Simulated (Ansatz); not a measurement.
Ga2O3:
```
CELL_PARAMETERS angstrom
      2.99335     0.00000     0.00000
     -1.49668     2.59232     0.00000
      0.00000     0.00000     6.96967
ATOMIC_POSITIONS crystal
  Ga 0.33333 0.66667 0.20015
  Ga 0.66667 0.33333 0.79985
  O  0.00000 0.00000 0.00000
  O  0.33333 0.66667 0.69502
  O  0.66667 0.33333 0.30498
```

PBEsol (plane waves, PAW; program Ansatz) gives a gap of 2.47 eV without spin–orbit coupling, maximum at Γ, minimum at Γ.

Question: What happens when spin–orbit coupling is switched on?

Answer: The gap hardly moves, to 2.47 eV; maximum at Γ, minimum at Γ.

Question: Give the electron effective mass with spin–orbit coupling.

Answer: 0.27, 0.27, 0.33 mₑ (principal values).

Question: Give the hole effective mass with spin–orbit coupling.

Answer: 0.31 along z (mₑ).

Space group P-3m1 (La2O3 or Ni2Al3 type). The cell is a constructed one: a structure type filled with these elements; neither database checked (COD, Materials Project) lists it. It is not the phase usual at ambient conditions (space group No. 12, 167). Symmetry was held in the PBEsol relaxation. At this level the phase is dynamically unstable (imaginary phonons).

Potentials: the earlier of the program's two PAW sets. The files were generated under PBE; for other functionals the program regenerates the frozen cores, and for LDA and PBEsol the local potential too.
